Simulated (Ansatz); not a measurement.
Consider a crystal of MgCd2SeS2 in space group P-6m2 (No. 187), with Mg on 1e; Cd on 1c and 1d; Se on 1b; S on 2g.

These are results of DFT PBE, scalar-relativistic, plane waves, PAW in Ansatz, not measurements. Cutoff 420 eV, Γ-centred mesh, Gaussian smearing, no spin polarisation.

The zero of energy is the elements' standard structures at the same level; no fitted shifts are applied.

Question: Which cell and coordinates does it relax to?

Answer:

Space group P-6m2 (No. 187). a = 4.688 Å, b = 4.688 Å, c = 8.158 Å, α = 90.00°, β = 90.00°, γ = 120.00°
| atom | site | symmetry | x | y | z |
| --- | --- | --- | --- | --- | --- |
| Mg | 1e | -6m2 | 0.6667 | 0.3333 | 0.0000 |
| Cd | 1c | -6m2 | 0.3333 | 0.6667 | 0.0000 |
| Cd | 1d | -6m2 | 0.3333 | 0.6667 | 0.5000 |
| Se | 1b | -6m2 | 0.0000 | 0.0000 | 0.5000 |
| S | 2g | 3m. | 0.0000 | 0.0000 | 0.1727 |

Mg has 3 Cd at 2.71 Å and 6 S at 3.05 Å; around Cd on its first site lie 3 Mg at 2.71 Å and 6 S at 3.05 Å; around Se lie 2 S at 2.67 Å and 3 Cd at 2.71 Å; S is surrounded by 1 Se at 2.67 Å, 1 S at 2.82 Å, 3 Cd at 3.05 Å and 3 Mg at 3.05 Å; 1 more site not described. Another local minimum with the same sites may exist.

Question: And its energy and gap?

Answer: The energy over the elements is −0.04 eV/atom. The gap on the 12×12×6 mesh of the 6-atom cell is 0 eV (a metal).

The last run used Gaussian smearing of 0.10 eV. The reference forms of S and Se are held partly by dispersion forces, which this level lacks. A structure relaxed within its symmetry needn't be a true minimum. Another cell of MgCd2SeS2 relaxed alike, in P-4m2, lies 0.54 eV/atom lower, so this cell isn't the stable form at this level.
